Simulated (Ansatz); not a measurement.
Consider the following.

YRh:
```cif
data_RhY
_chemical_formula_sum 'Y1 Rh1'
_space_group_name_H-M_alt 'P 1'
_space_group_IT_number 1
_cell_length_a 3.41641
_cell_length_b 3.41641
_cell_length_c 3.41641
_cell_angle_alpha 90.000
_cell_angle_beta 90.000
_cell_angle_gamma 90.000
loop_
_space_group_symop_operation_xyz
  'x, y, z'
loop_
_atom_site_label
_atom_site_type_symbol
_atom_site_fract_x
_atom_site_fract_y
_atom_site_fract_z
_atom_site_occupancy
Y1 Y 0.50000 0.50000 0.50000 1
Rh1 Rh 0.00000 0.00000 0.00000 1
```

This is the r²SCAN-relaxed structure.

Task: All from DFT-r²SCAN in the program Ansatz with PAW potentials, unless another level is named. Give the density of states at the Fermi level.

Result: 0.39 states/eV per atom (mean over ±0.08 eV).

Task: What about the formation energy from the elements (no fitted shifts)?

Result: -0.89 eV/atom.

Space group Pm-3m (CsCl type). The first step of the workflow began from a Materials Project structure, measured or hypothetical; the Crystallography Open Database files this formula in space group No. 221, but the cells were not matched. Its standing as an ambient phase is unchecked. The r²SCAN relaxation kept the symmetry of its start; whether a distortion lowers the energy is not shown. No spin polarisation was allowed. The references are the lowest solids computed at this level, not always the standard phases. Scalar-relativistic: spin–orbit coupling is off unless named, which matters more the heavier the elements.

Potentials: the later of the program's two PAW sets.
